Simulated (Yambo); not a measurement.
A BSE run in Yambo for CsBH4 (space group F-43m, No. 216) (PBEsol bands; 8×8×8 mesh, 3 valence and 7 conduction bands, static screening with 44 bands and a 3 Ry block, scissor 2.96 eV, Tamm-Dancoff; field along x) gives:

| state | energy (eV) | states within 2 meV | relative strength | class |
|---|---|---|---|---|
| 1 | 7.29 | 3 | < 0.01 | dark |
| 2 | 7.39 | 3 | 1.00 | strong |
| 3 | 7.57 | 2 | < 0.01 | dark |
| 4 | 7.72 | 1 | < 0.01 | dark |
| 5 | 7.89 | 3 | 0.40 | strong |

What changes when the mesh is changed to 4×4×4 (with 7 valence and 13 conduction bands)?

The lowest state goes from 7.291 eV to 7.224 eV, and its distance below the direct gap from 1.230 eV to 1.298 eV. These are vertical excitations (zero momentum). The scissor comes from a G0W0 run whose convergence isn't established.

Geometry of the Materials Project entry, not relaxed at this level; primitive cell a = b = c = 5.1845 Å, α = β = γ = 60.00°.

The structure is a Materials Project entry; no match was found in the copy of COD used, and its stability was not checked.
